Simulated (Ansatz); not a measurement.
The start is a relaxed WC cell, doubled along one cell vector, shaken by Gaussian noise of σ = 0.08 Å a coordinate. Cell shape, volume and atoms are optimised at zero target pressure with PBE (plane waves to 420 eV, PAW, scalar-relativistic; Ansatz, an electronic-structure program). First-step values are on the input's coarse k-mesh.

Ansatz input (later rounds restart from its end on a renewed k-mesh):
Ansatz 0.2 input:
```yaml
crystal:
  lattice:
    - [5.2925493736, 0, 0]
    - [-5.2925493736, 9.1669644167, 0]
    - [0, 0, 3.0938769113]
  atoms:
    - { symbol: W, position: [0.5150836355, 0.0018196456, -0.0356903763] }
    - { symbol: W, position: [0.5118502391, 0.5042579395, 0.0044858565] }
    - { symbol: W, position: [0.5204207036, 0.2612894158, 0.0542636181] }
    - { symbol: W, position: [0.5076742477, 0.7598510605, 0.0409361075] }
    - { symbol: W, position: [1.0024340986, 0.2614305039, 0.0140206893] }
    - { symbol: W, position: [0.9795031015, 0.7580482128, 0.00287647] }
    - { symbol: C, position: [0.0058794969, 0.0003768451, 0.014184605] }
    - { symbol: C, position: [0.0131953627, 0.5111854285, -0.0114956599] }
    - { symbol: C, position: [0.3305404811, 0.322028916, 0.4804081565] }
    - { symbol: C, position: [0.3437888075, 0.8404521521, 0.5020309744] }
    - { symbol: C, position: [0.6765328294, 0.1748050889, 0.5472918695] }
    - { symbol: C, position: [0.668269222, 0.6762777409, 0.4900828188] }
basis: { ecutwfc: 420, ecutrho_ratio: 4, xc_grid: 2, fft_grid_basis: typed }
kpoints: { mp_grid: { grid: [5, 3, 8] } }
hamiltonian:
  xc: pbe
  dispersion: none
  pseudopotentials: { azcp: { folder: ./paw }, kind: paw }
scf: { occupations: { method: fermi_dirac, width: 0.05 } }
relax: { f_tol: 0.01, max_steps: 100, cell: { stress_tol: 0.02 } }
output: { forces: true, stress: true }
```

- Initial pressure = +5 GPa (positive: the cell is compressed)
- Largest initial force = about 3.8 eV/Å, on C9 (atoms numbered as listed)
- Volume change = -15.8 %, from 12.51 to 10.53 Å³/atom
- Relative to the parent = It does not go back: it reaches P-6m2 (No. 187), AFLOW prototype AB_hP2_187_d_a (B_h, as in WC), 1.29 eV/atom below the parent
- Shortest distances (start → end) = The closest pairs of elements (up to four, under 3.6 Å), start → end: C–W 1.95 → 2.21 Å; W–W 2.51 → 2.85 Å; C–C 2.95 → 2.85 Å
- Band gap at the end = no gap (metallic)
- Optimiser moves = 35

Relaxed structure:

```cif
data_CW
_chemical_formula_sum 'W1 C1'
_space_group_name_H-M_alt 'P-6m2'
_space_group_IT_number 187
_space_group_name_Hall 'P -6 2'
_cell_length_a 2.92198
_cell_length_b 2.92198
_cell_length_c 2.84729
_cell_angle_alpha 90.000
_cell_angle_beta 90.000
_cell_angle_gamma 120.000
loop_
_atom_site_label
_atom_site_type_symbol
_atom_site_symmetry_multiplicity
_atom_site_Wyckoff_symbol
_atom_site_fract_x
_atom_site_fract_y
_atom_site_fract_z
_atom_site_occupancy
W1 W 1 e 0.66667 0.33333 0.00000 1
C1 C 1 d 0.33333 0.66667 0.50000 1
```

Final values are on a 18×18×16 k-mesh of the relaxed cell. No spin polarisation in the result.

Of the parent cell (P6/mmm (No. 191)): it is a generated cell of WC: the first start was made by placing the elements on the sites of a structure type, and the end was not matched to a known phase here, so it may be hypothetical. Known forms of WC include space group No. 187.
